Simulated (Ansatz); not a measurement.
Fe3Ge in space group Fm-3m (No. 225; Ge on 4a, Fe on 4b, Fe on 8c), DFT-PBE in the program Ansatz with PAW potentials, all energies at zero smearing, with the estimated change up to a 700 eV cutoff added, with one set of potentials and settings (totals compare only within such a set). Cell of 4 atoms (1 Ge, 3 Fe): -17736.839 eV.

```
element                             reference phase  E (eV/atom)
-------  ------------------------------------------  -----------
Ge                       Fd-3m, 2 atoms in the cell   -4294.9847
Fe       Im-3m, 1 atoms in the cell, spin-polarised   -4480.4888
```

Formation energy per atom, worked out: (-17736.839 − 1×(-4294.9847) − 3×(-4480.4888))/4 = -0.097 eV/atom (-9 kJ per mol of atoms), at 0 K, without zero-point energy or fitted corrections.

A made-up cell: these elements were put on the sites of a structure type; the Crystallography Open Database copy checked does not list it. COD files the formula under space group No. 194, so this cell is another polymorph or a model. Whether it is the stable phase at ambient conditions was not checked. Symmetry was held in the PBE relaxation; whether a distortion lowers the energy is not shown. Spin order of the final state: ferromagnetic, chosen from 3 collinear starts compared on coarse meshes (ties went to the first, and starts can fall back to one state), not a proven ground state. The references are the lowest solids computed at this level, not always the standard phases.

Potentials: the later of the program's two PAW sets.
